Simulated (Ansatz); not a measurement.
Consider the following.

La₃SbO₃:
```cif
data_La12O12Sb4
_chemical_formula_sum 'La12 Sb4 O12'
_space_group_name_H-M_alt 'C2/m'
_space_group_IT_number 12
_space_group_name_Hall '-C 2y'
_cell_length_a 13.89409
_cell_length_b 4.12420
_cell_length_c 12.37623
_cell_angle_alpha 90.000
_cell_angle_beta 118.666
_cell_angle_gamma 90.000
loop_
_atom_site_label
_atom_site_type_symbol
_atom_site_symmetry_multiplicity
_atom_site_Wyckoff_symbol
_atom_site_fract_x
_atom_site_fract_y
_atom_site_fract_z
_atom_site_occupancy
La1 La 4 i 0.38075 0.00000 0.05569 1
La2 La 4 i 0.37203 0.00000 0.60110 1
La3 La 4 i 0.15362 0.00000 0.70656 1
Sb1 Sb 4 i 0.12303 0.00000 0.18298 1
O1 O 4 i 0.31048 0.50000 0.08906 1
O2 O 4 i 0.43605 0.00000 0.29767 1
O3 O 4 i 0.16068 0.00000 0.51164 1
```
(The calculation used a cell of 14 atoms; values per cell refer to that cell.)

This is the r²SCAN-relaxed structure.

**Question.** All from the program Ansatz at the r²SCAN level (PAW), unless another level is named. Predict the band gap.

**Answer.** 1.00 eV (indirect).

**Question.** Predict the formation energy from the elements (no fitted shifts).

**Answer.** -3.07 eV/atom.

**Question.** Give the smallest direct gap on the standard path.

**Answer.** 1.11 eV.

**Question.** Predict the valence-band maximum.

**Answer.** at Γ.

The workflow started from a Materials Project entry (that database holds measured and hypothetical structures alike); the Crystallography Open Database files this formula in space group No. 12, but the cells were not matched. Its standing as an ambient phase is unchecked. The r²SCAN relaxation kept the symmetry of its start; its stability against distortions is not shown here. The references are the lowest solids computed at this level, not always the standard phases (solids in place of the gases). Spin–orbit coupling is left out wherever it is not named.

Potentials: the later of the program's two PAW sets.
